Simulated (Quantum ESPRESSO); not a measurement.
# Ru3Hf3WAl: input and log of a self-consistent run

Computed values, not a measurement. The program is pw.x of Quantum ESPRESSO 7.5 (plane-wave density functional theory). The cell is made up: eight metal atoms on a face-centred cubic lattice, with elements, volume, strain and displacements drawn at random and not relaxed, so it may be unstable or far from any real phase. PseudoDojo standard norm-conserving files set the functional (PBE unless stated); there is no spin polarisation or spin-orbit coupling, the Fermi-Dirac width of 0.25 eV means electrons at about 2900 K, and the masses in the input are unused placeholders. Heavy elements are run without spin-orbit coupling, which real alloys of them have. A spin test at this wide smearing found no moment, but such smearing suppresses magnetism that the real alloy may have.

Input:

```
&control calculation='scf', pseudo_dir='./dojo.nc.sr.pbe.v0_5.standard.upf', outdir='./o', disk_io='minimal', tprnfor=.true., tstress=.true. /
&system ibrav=0, nat=8, ntyp=4, nbnd=68, ecutwfc=84.00895049, nosym=.true., tot_charge=0,
 occupations='smearing', smearing='fd', degauss=0.0183746611
/
&electrons conv_thr=1.470e-08, electron_maxstep=70, mixing_beta=0.5 /
ATOMIC_SPECIES
Al 1.0 Al.upf
Hf 1.0 Hf.upf
Ru 1.0 Ru.upf
W 1.0 W.upf
CELL_PARAMETERS angstrom
0.0 -2.0676 -2.0676
2.0676 4.1352 -2.0676
8.2704 -4.1352 4.1352
ATOMIC_POSITIONS angstrom
Ru -0.0298 -0.106 -0.1528
Hf 4.1856 -2.1361 2.04
W 4.0945 -0.0642 0.0199
Al 8.4516 -2.0596 2.0902
Hf 2.0824 -1.9839 -0.0817
Ru 6.3044 -4.3166 2.1255
Ru 2.1039 -0.1546 -2.0576
Hf 6.2202 -2.1264 -0.0228
K_POINTS automatic
8 5 3 1 1 1
```

The log is shortened where brackets say so; the opening notice, blank lines, dates and the lines on written files are dropped, and the path of the files is cut. It prints rydbergs, bohrs and kilobars, and counts compression as positive stress. Its total energy is the free energy E - TS of the whole cell.

```
     Program PWSCF v.7.5
     Parallel version (MPI & OpenMP), running on       4 processor cores
     Number of MPI processes:                 4
     Threads/MPI process:                     1
     [start-up lines left out]
     bravais-lattice index     =            0
     lattice parameter (alat)  =       5.5256  a.u.
     unit-cell volume          =     954.3686 (a.u.)^3
     number of atoms/cell      =            8
     number of atomic types    =            4
     number of electrons       =       101.00
     number of Kohn-Sham states=           68
     kinetic-energy cutoff     =      84.0090  Ry
     charge density cutoff     =     336.0358  Ry
     scf convergence threshold =      1.5E-08
     mixing beta               =       0.5000
     number of iterations used =            8  plain     mixing
     Exchange-correlation= PBE
                           (   1   4   3   4   0   0   0)
     [axes and pseudopotential details left out]
   Cartesian axes
     site n.     atom                  positions (alat units)
         1        Ru     tau(   1) = (  -0.0101914  -0.0362514  -0.0522567  )
         2        Hf     tau(   2) = (   1.4314501  -0.7305334   0.6976677  )
         3        W      tau(   3) = (   1.4002944  -0.0219560   0.0068057  )
         4        Al     tau(   4) = (   2.8903964  -0.7043708   0.7148358  )
         5        Hf     tau(   5) = (   0.7121683  -0.6784819  -0.0279409  )
         6        Ru     tau(   6) = (   2.1560669  -1.4762513   0.7269082  )
         7        Ru     tau(   7) = (   0.7195212  -0.0528723  -0.7036868  )
         8        Hf     tau(   8) = (   2.1272710  -0.7272160  -0.0077975  )
     number of k points=    60  Fermi-Dirac smearing, width (Ry)=  0.0184
                       cart. coord. in units 2pi/alat
        k(    1) = (   0.0905981  -0.0125217  -0.0758667), wk =   0.0333333
        k(    2) = (  -0.0861786   0.0464039  -0.1347922), wk =   0.0333333
     [further k points left out]
     Dense  grid:    99235 G-vectors     FFT dimensions: (  36,  60, 120)
     Estimated max dynamical RAM per process >     378.71 MB
     Estimated total dynamical RAM >       1.41 GB
     Initial potential from superposition of free atoms
     starting charge     100.9892, renormalised to     101.0000
     Starting wfcs are   74 randomized atomic wfcs
     total cpu time spent up to now is        4.8 secs
     per-process dynamical memory:   304.3 Mb
     Self-consistent Calculation
     iteration #  1     ecut=    84.01 Ry     beta= 0.50
     Davidson diagonalization with overlap
     ethr =  1.00E-02,  avg # of iterations =  2.6
     total cpu time spent up to now is       14.7 secs
     total energy              =   -1096.82082038 Ry
     estimated scf accuracy    <       6.71614142 Ry
     iteration #  2     ecut=    84.01 Ry     beta= 0.50
     Davidson diagonalization with overlap
     ethr =  6.65E-03,  avg # of iterations =  5.1
     total cpu time spent up to now is       27.6 secs
     total energy              =   -1095.26588916 Ry
     estimated scf accuracy    <     174.02369009 Ry
     iteration #  3     ecut=    84.01 Ry     beta= 0.50
     Davidson diagonalization with overlap
     ethr =  6.65E-03,  avg # of iterations =  4.7
     total cpu time spent up to now is       41.8 secs
     total energy              =   -1100.95332554 Ry
     estimated scf accuracy    <      11.45394287 Ry
     iteration #  4     ecut=    84.01 Ry     beta= 0.50
     Davidson diagonalization with overlap
     ethr =  6.65E-03,  avg # of iterations =  1.3
     total cpu time spent up to now is       52.0 secs
     total energy              =   -1101.13215317 Ry
     estimated scf accuracy    <       4.41337382 Ry
     iteration #  5     ecut=    84.01 Ry     beta= 0.50
     Davidson diagonalization with overlap
     ethr =  4.37E-03,  avg # of iterations =  1.2
     total cpu time spent up to now is       60.6 secs
     total energy              =   -1101.26416154 Ry
     estimated scf accuracy    <       0.76993885 Ry
     [iterations 6 to 15 left out]
     iteration # 16     ecut=    84.01 Ry     beta= 0.50
     Davidson diagonalization with overlap
     ethr =  2.71E-08,  avg # of iterations =  1.0
     total cpu time spent up to now is      164.3 secs
     total energy              =   -1101.32074844 Ry
     estimated scf accuracy    <       0.00000037 Ry
     iteration # 17     ecut=    84.01 Ry     beta= 0.50
     Davidson diagonalization with overlap
     ethr =  3.69E-10,  avg # of iterations =  4.9
     total cpu time spent up to now is      177.3 secs
     total energy              =   -1101.32074847 Ry
     estimated scf accuracy    <       0.00000022 Ry
     iteration # 18     ecut=    84.01 Ry     beta= 0.50
     Davidson diagonalization with overlap
     ethr =  2.21E-10,  avg # of iterations =  2.0
     total cpu time spent up to now is      188.3 secs
     total energy              =   -1101.32074849 Ry
     estimated scf accuracy    <       0.00000036 Ry
     iteration # 19     ecut=    84.01 Ry     beta= 0.50
     Davidson diagonalization with overlap
     ethr =  2.21E-10,  avg # of iterations =  1.0
     total cpu time spent up to now is      196.5 secs
     total energy              =   -1101.32074851 Ry
     estimated scf accuracy    <       0.00000002 Ry
     iteration # 20     ecut=    84.01 Ry     beta= 0.50
     Davidson diagonalization with overlap
     ethr =  1.54E-11,  avg # of iterations =  2.0
     total cpu time spent up to now is      205.6 secs
     End of self-consistent calculation
     [lines on levels left out]
!    total energy              =   -1101.32074851 Ry
     estimated scf accuracy    <          6.7E-09 Ry
     smearing contrib. (-TS)   =      -0.13497918 Ry
     internal energy E=F+TS    =   -1101.18576933 Ry
     The total energy is F=E-TS. E is the sum of the following terms:
     one-electron contribution =    -312.63404305 Ry
     hartree contribution      =     205.18994514 Ry
     xc contribution           =    -223.23248014 Ry
     ewald contribution        =    -770.50919127 Ry
     convergence has been achieved in  20 iterations
     Forces acting on atoms (cartesian axes, Ry/au):
     atom    1 type  3   force =    -0.00166825    0.02474113    0.00029643
     atom    2 type  2   force =    -0.01108012   -0.03520139    0.04066416
     atom    3 type  4   force =     0.00473307    0.04271678   -0.04442461
     atom    4 type  1   force =     0.02659295   -0.03108234    0.01424705
     atom    5 type  2   force =    -0.10084437   -0.01955430    0.00369067
     atom    6 type  3   force =     0.01598096    0.01213120   -0.01691477
     atom    7 type  3   force =    -0.00743416    0.00577129   -0.00198537
     atom    8 type  2   force =     0.07371993    0.00047763    0.00442643
     Total force =     0.161644     Total SCF correction =     0.000237
     Computing stress (Cartesian axis) and pressure
          total   stress  (Ry/bohr**3)                   (kbar)     P=      -21.60
  -0.00025545   0.00004072  -0.00001786          -37.58        5.99       -2.63
   0.00004072  -0.00009672   0.00024626            5.99      -14.23       36.23
  -0.00001786   0.00024626  -0.00008827           -2.63       36.23      -12.98
     init_run     :      4.64s CPU      4.78s WALL (       1 calls)
     electrons    :    196.82s CPU    200.80s WALL (       1 calls)
     forces       :      1.97s CPU      1.98s WALL (       1 calls)
     stress       :      6.36s CPU      6.47s WALL (       1 calls)
     [timing details left out]
     PWSCF        :   3m29.85s CPU   3m34.14s WALL
     JOB DONE.
```

In other units: free energy -14984.232 eV for the cell, pressure -2.16 GPa, largest force component 2.593 eV/Å in size. The run took 216 s of wall time with four MPI processes on a shared machine (AMD EPYC, Zen 5, virtual cores), so the time is rough. A rerun of this cell at a higher cutoff and on a denser mesh moved values by no more than 0.004 eV in energy, 0.03 GPa in stress and 0.004 eV/Å in force, and a second program with other atomic files agreed on that cell to 2 % rms in force and 0.5 GPa in pressure.